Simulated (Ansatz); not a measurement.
Phonons of a relaxed structure of LiNbO₃ by density-functional perturbation theory (low response-accuracy setting, no LO–TO term) at the zone centre. These are PBE (plane waves to 420 eV, PAW, scalar-relativistic; Ansatz, a program for electronic structure) values and carry that method's errors. Γ-centred k-mesh 6×6×6, Fermi–Dirac smearing 0.05 eV.

```cif
data_Li6Nb6O18
_chemical_formula_sum 'Li6 Nb6 O18'
_space_group_name_H-M_alt 'R3c :H'
_space_group_IT_number 161
_space_group_name_Hall 'R 3 -2"c'
_cell_length_a 5.18987
_cell_length_b 5.18987
_cell_length_c 14.01641
_cell_angle_alpha 90.000
_cell_angle_beta 90.000
_cell_angle_gamma 120.000
loop_
_atom_site_label
_atom_site_type_symbol
_atom_site_symmetry_multiplicity
_atom_site_Wyckoff_symbol
_atom_site_fract_x
_atom_site_fract_y
_atom_site_fract_z
_atom_site_occupancy
Li1 Li 6 a 0.00000 0.00000 0.29736 1
Nb1 Nb 6 a 0.00000 0.00000 0.01619 1
O1 O 18 b 0.04723 0.34208 0.07891 1
```
(The calculation used a cell of 10 atoms; values per cell refer to that cell.)

Space group R3c (No. 161), AFLOW prototype ABC3_hR10_161_a_a_b (as in LiNbO3).

**Question.** Is this structure dynamically stable at those wavevectors?

**Answer.** No instability shows at these points (nothing beyond 15i cm⁻¹, the threshold used here). Other wavevectors were not sampled, so this does not prove stability.

**Question.** Give the phonon wavenumbers.

**Answer.** 
```tsv
q	wavenumbers (cm⁻¹; i marks imaginary)
Γ	0 (×3), 143 (×2), 204, 218 (×2), 237, 251 (×2), 253, 281, 295 (×2), 322, 324 (×2), 335 (×2), 382, 408 (×2), 433, 558 (×2), 614, 649 (×2), 858
```

No spin polarisation in the result.
